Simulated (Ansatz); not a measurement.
# Property card for ZnCd2Se3

Method: Ansatz 0.2.0, DFT PBE, scalar-relativistic, plane waves, PAW.

Plane waves to 420 eV, a k mesh through Γ of 12×12×2 on the computed 12-atom cell and Gaussian smearing (0.02 eV); no spin polarisation.

The structure is relaxed at this level of theory with its symmetry kept, and needn't be the ground state of this composition.

Space group P6_3mc (No. 186), hexagonal, a = 4.262 Å, c = 21.088 Å. Around Zn lie 4 Se at 2.48–2.57 Å; Cd on its first site is surrounded by 4 Se at 2.65–2.68 Å; Cd on its second site is surrounded by 4 Se at 2.65–2.67 Å; around Se on its first site lie 3 Zn at 2.57 Å and 1 Cd at 2.68 Å; Se on its second site has 4 Cd at 2.65–2.67 Å; around Se on its third site lie 1 Zn at 2.48 Å and 3 Cd at 2.65 Å.

```json
{
  "Volume per atom": "27.65 Å³",
  "Formation energy from the elements' standard states (uncorrected)": "-0.635 eV/atom",
  "Kohn–Sham band gap": "0.58 eV",
  "Orbital (Löwdin) character of the top 1 eV of the valence band": "Se 4p 91 %",
  "Orbital (Löwdin) character of the lowest 1 eV of the conduction band": "Cd 5s 29 %, Se 4p 27 %, Zn 4s 25 %, Se 4s 16 %, unprojected 4 %"
}
```

The cell was found from a structure generator's guess, not taken from experiment. Kohn–Sham gaps at this level usually fall short of measured ones. Löwdin shares on free-atom orbitals overweight diffuse shells in the empty bands.
